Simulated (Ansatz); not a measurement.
HfPt3:
```
CELL_PARAMETERS angstrom
      3.98596     0.00000     0.00000
      0.00000     3.98596     0.00000
      0.00000     0.00000     3.98596
ATOMIC_POSITIONS crystal
  Hf 0.00000 0.00000 0.00000
  Pt 0.50000 0.50000 0.00000
  Pt 0.00000 0.50000 0.50000
  Pt 0.50000 0.00000 0.50000
```

Relaxed with PBEsol. Special points in fractions of this cell's reciprocal vectors: Γ (0.000, 0.000, 0.000); X (0.000, 0.500, 0.000); M (0.500, 0.500, 0.000); R (0.500, 0.500, 0.500).

Problem. List the band energies nearest the Fermi level at these points for plane-wave PAW PBEsol with spin–orbit coupling (Ansatz code).

Solution. In eV from the Fermi level; about four levels below and three above (degenerate sets whole), none deeper than 8.9 eV; points with the same levels are listed once.

```
k                    below                          above
-  -----------------------  -----------------------------
Γ  -0.38 -0.38 -0.38 -0.38            0.98 0.98 0.98 0.98
X  -1.65 -1.65 -0.49 -0.49            0.23 0.23 0.30 0.30
M  -2.64 -2.64 -2.43 -2.43            0.93 0.93 0.95 0.95
R  -0.78 -0.78 -0.78 -0.78  1.00 1.00 1.90 1.90 1.90 1.90
```

Space group Pm-3m (Cu3Au type). The workflow started from a Materials Project entry (that database holds measured and hypothetical structures alike); the Crystallography Open Database copy checked does not list it. COD files the formula under space group No. 194. Its standing as an ambient phase is unchecked. The PBEsol relaxation kept the symmetry of its start; its stability against distortions is not shown here. No spin polarisation was allowed.

Potentials: the later of the program's two PAW sets.
